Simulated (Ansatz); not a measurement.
Input:

TiP:
```
TiP
1.0
    3.07300     0.00000     0.00000
    0.00000     3.07300     0.00000
    0.00000     0.00000     3.07300
Ti P
1 1
Direct
  0.00000   0.00000   0.00000
  0.50000   0.50000   0.50000
```

This is the r²SCAN-relaxed structure.

**Question.** All from r²SCAN in the plane-wave PAW code Ansatz, unless another level is named. Predict the bulk modulus (Birch–Murnaghan fit).

**Answer.** 145 GPa.

**Question.** What about the elastic constants (relaxed ions, GPa)?

**Answer.** C11 = 156, C12 = 140, C44 = -30.1.

Space group Pm-3m (CsCl type). A made-up cell: these elements were put on the sites of a structure type; neither database checked (COD, Materials Project) lists it. COD files the formula under space group No. 194. Its standing as an ambient phase is unchecked. The r²SCAN relaxation kept the symmetry of its start. At this level the phase is mechanically unstable. No spin polarisation was allowed. As this level gives no gap, shear constants depend on the k-mesh and smearing (Fermi–Dirac, 0.1 eV here).

Potentials: the earlier of the program's two PAW sets.
